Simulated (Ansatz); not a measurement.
Si:
```cif
data_Si32
_chemical_formula_sum 'Si32'
_space_group_name_H-M_alt 'Fd-3m :1'
_space_group_IT_number 227
_space_group_name_Hall 'F 4d 2 3 -1d'
_cell_length_a 11.77047
_cell_length_b 11.77047
_cell_length_c 11.77047
_cell_angle_alpha 90.000
_cell_angle_beta 90.000
_cell_angle_gamma 90.000
loop_
_atom_site_label
_atom_site_type_symbol
_atom_site_symmetry_multiplicity
_atom_site_Wyckoff_symbol
_atom_site_fract_x
_atom_site_fract_y
_atom_site_fract_z
_atom_site_occupancy
Si1 Si 32 e 0.07014 0.07014 0.07014 1
```
(The calculation used a cell of 8 atoms; values per cell refer to that cell.)

Relaxed with r²SCAN. 

**Question.** HSE06 on this cell (Ansatz, a program for electronic structure, PAW) gives a gap of 0.43 eV. What does r²SCAN give?

**Answer.** 0.11 eV.

Cost on shared cores: the r²SCAN run (SCF on a 4×4×4 mesh, then bands and DOS) around 2.3 core-minutes (rough), the HSE06 run (SCF on 3×3×3, then a few points) around 6 core-minutes (rough); the tasks are unlike.

The start of the workflow was typed in or built on a structure type. Its sites differ from those of the usual phase in this space group: another stacking or structure type. The cell was relaxed with r²SCAN under the symmetry of its start. At this level the phase is mechanically unstable. The volume moved by 40 % from the start of the relaxation.

Potentials: the later of the program's two PAW sets.

Ansatz is a plane-wave DFT program.
